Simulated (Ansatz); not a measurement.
Here is the system:

ZrN:
```
CELL_PARAMETERS angstrom
      0.00000     2.29728     2.29728
      2.29728     0.00000     2.29728
      2.29728     2.29728     0.00000
ATOMIC_POSITIONS crystal
  N  0.00000 0.00000 0.00000
  Zr 0.50000 0.50000 0.50000
```

This is the PBE-relaxed structure.

Task: All from PBE in the plane-wave PAW code Ansatz, unless another level is named. Predict the electronic character.

Result: metallic (no gap).

Task: Predict the density of states at the Fermi level.

Result: 0.34 states/eV per atom (mean over ±0.08 eV).

Task: Next, the formation energy from the elements (no fitted shifts)?

Result: -166 kJ/mol of atoms.

Space group Fm-3m (rock salt). Symmetry was held in the PBE relaxation. No spin polarisation was allowed. With an odd number of electrons in the cell and no spin polarisation, the count alone makes it a metal. The references are the lowest solids computed at this level, not always the standard phases (solids in place of the gases). Spin–orbit coupling is left out wherever it is not named.

Potentials: the later of the program's two PAW sets.
